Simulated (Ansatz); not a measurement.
# YSi₆, a known structure type with other elements, at an estimated volume

```yaml
crystal:
  lattice:
    - [5.75406, 0.00000, 0.00000]
    - [0.00000, 5.75406, 0.00000]
    - [0.00000, 0.00000, 7.30409]
  atoms:
    - { symbol: Si, position: [0.00000, 0.00000, 0.16100] }
    - { symbol: Si, position: [0.00000, 0.00000, 0.83900] }
    - { symbol: Si, position: [0.50000, 0.50000, 0.83900] }
    - { symbol: Si, position: [0.50000, 0.50000, 0.16100] }
    - { symbol: Si, position: [0.68590, 0.18590, 0.34800] }
    - { symbol: Si, position: [0.81410, 0.68590, 0.34800] }
    - { symbol: Si, position: [0.31410, 0.81410, 0.34800] }
    - { symbol: Si, position: [0.18590, 0.31410, 0.34800] }
    - { symbol: Si, position: [0.68590, 0.81410, 0.65200] }
    - { symbol: Si, position: [0.81410, 0.31410, 0.65200] }
    - { symbol: Si, position: [0.31410, 0.18590, 0.65200] }
    - { symbol: Si, position: [0.18590, 0.68590, 0.65200] }
    - { symbol: Y, position: [0.00000, 0.50000, 0.00000] }
    - { symbol: Y, position: [0.50000, 0.00000, 0.00000] }
```

The numbers come from plane-wave PAW DFT (Ansatz): PBE, no spin polarisation, 420 eV, 6×6×5 Γ-centred k points, fermi-dirac occupations (width 0.1 eV). Nothing was relaxed.

(1) What does the stress say?

(2) Is it stable against the elements?

(3) Is there a gap?

(4) Which element gives electrons and which takes them?

(5) Where is the largest force?

Origin: a known structure type with other elements, at an estimated volume, so it need not be a known compound.

Results:

(1) The pressure is 0.4 GPa (compression positive), so with the atoms held at these fractions the cell is close to zero pressure. The principal stresses -0.6, -0.6, 2.4 GPa differ, so its shape would change too.

(2) 0.17 eV an atom against the elements' usual phases (free molecules for gases, crystals otherwise, with no correction for O₂ or N₂), so at this geometry it isn't bound against them. Relaxing would lower it.

(3) It is a metal, with about 7.6 states/eV a cell as the mean within 0.25 eV of the Fermi level, mostly Si p (51 %), Y d (22 %) and Si s (17 %).

(4) Bader charges in e: Y +1.52, Si -0.51 to -0.13. In the mean Y gives up most and Si takes most.

(5) The largest is on Si5 (and as large on other atoms): 0.43 eV/Å, components (-0.15, -0.15, 0.38). It makes 54° with the line to a nearest neighbour, Si10 at 2.45 Å.
